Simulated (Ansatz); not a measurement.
BeS (NiAs type, P6_3/mmc) at seven volumes, plane-wave PAW PBEsol (Ansatz code), shape and atoms relaxed at each. One row is withheld.

```csv
V (Å³/atom),P (GPa)
10.978,12.95
11.340,7.99
11.702,3.70
12.064,0.00
12.426,?
12.787,-5.98
13.149,-8.39
```

Task: Fit the shown pressures and predict the withheld one.

Result: P = (3/2)B₀(x^(7/2) − x^(5/2))[1 + (3/4)(B′ − 4)(x − 1)] with x = (V₀/V)^(2/3). Least squares on the six rows gives V₀ = 12.064 Å³/atom, B₀ = 115 GPa, B′ = 3.81. At V = 12.426, x = 0.9805 and P = -3.21 GPa. The run itself gave -3.21 GPa.

The cell is a constructed one: a structure type filled with these elements; neither database checked (COD, Materials Project) lists it. COD files the formula under space group No. 216, so this cell is another polymorph or a model. Whether it is the stable phase at ambient conditions was not checked. Symmetry was held in the PBEsol relaxation; its stability against distortions is not shown here.

Potentials: the later of the program's two PAW sets.
